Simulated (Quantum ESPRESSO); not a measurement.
AsSiF3O3, convergence and cost over cutoff and k mesh

Simulated, not a measurement. The program is pw.x of Quantum ESPRESSO 7.5 (plane-wave density functional theory). The cell is made up: 8 atoms on a quartz lattice with one site empty, with randomly drawn elements, strain and displacements, not relaxed. PseudoDojo standard norm-conserving files (v0.5 for PBE, v0.4.1 for LDA and PBEsol) set the functional; there is no spin polarisation, spin-orbit coupling or dispersion term, and the masses in the input are unused placeholders.

Input of the run in row 4:

```
&control calculation='scf', pseudo_dir='./dojo.nc.sr.pbe.v0_5.standard.upf', outdir='./o', disk_io='low', tprnfor=.true., tstress=.true. /
&system ibrav=0, nat=8, ntyp=4, nbnd=35, ecutwfc=84.00895049, nosym=.true., tot_charge=0,
 occupations='smearing', smearing='fd', degauss=0.0018374661
/
&electrons conv_thr=7.350e-09, electron_maxstep=60, /
ATOMIC_SPECIES
As 1.0 As.upf
F 1.0 F.upf
O 1.0 O.upf
Si 1.0 Si.upf
CELL_PARAMETERS angstrom
5.0739 -0.062 -0.0703
-2.5907 4.5026 0.0262
-0.0771 -0.0113 5.4803
ATOMIC_POSITIONS angstrom
As 2.3326 0.0048 3.5309
Si 1.3489 2.424 0.0299
F 1.4804 1.1349 4.0789
O 3.21 0.5581 2.4643
F 2.6782 2.6482 0.608
F 0.2661 1.883 1.1672
O -1.2253 3.3264 2.9791
O 0.6607 3.8299 4.8217
K_POINTS automatic
5 5 4 1 1 1
```

The same cell was run at these settings. Meshes are shifted by half a step, and differences are from the last row, which is itself not exact.

| cutoff (eV) | k mesh | k points solved | threshold (eV) | free energy less the last row's (eV) | pressure (GPa) | largest stress difference (GPa) | largest force difference (eV/Å) | iterations | wall time (s) | k-point pools | processor |
| --- | --- | --- | --- | --- | --- | --- | --- | --- | --- | --- | --- |
| 800 | 2 x 2 x 2 | 4 | 1e-04 | 3.777 | -22.37 | 40.31 | 0.317 | 11 | 8 | 4 | AMD EPYC, Zen 5 class |
| 1143 | 2 x 2 x 2 | 4 | 1e-07 | 0.010 | 17.47 | 0.08 | 0.040 | 14 | 12 | 4 | AMD EPYC, Zen 5 class |
| 654 | 5 x 5 x 4 | 50 | 1e-07 | 27.283 | -159.13 | 176.82 | 0.755 | 13 | 26 | 4 | AMD EPYC, Zen 5 class |
| 1143 | 5 x 5 x 4 | 50 | 1e-07 | 0.004 | 17.49 | 0.01 | 0.002 | 14 | 54 | 4 | AMD EPYC, Zen 5 class |
| 1437 | 7 x 7 x 6 | 147 | 1e-07 | 0.000 | 17.50 | 0.00 | 0.000 | 14 | 296 | 4 | AMD EPYC, Zen 5 class |

Each pool is one process. Wall times include start-up and a band step at six k points, which weighs most on the coarsest meshes. The runs were on shared virtual cores whose load varied, so times are rough.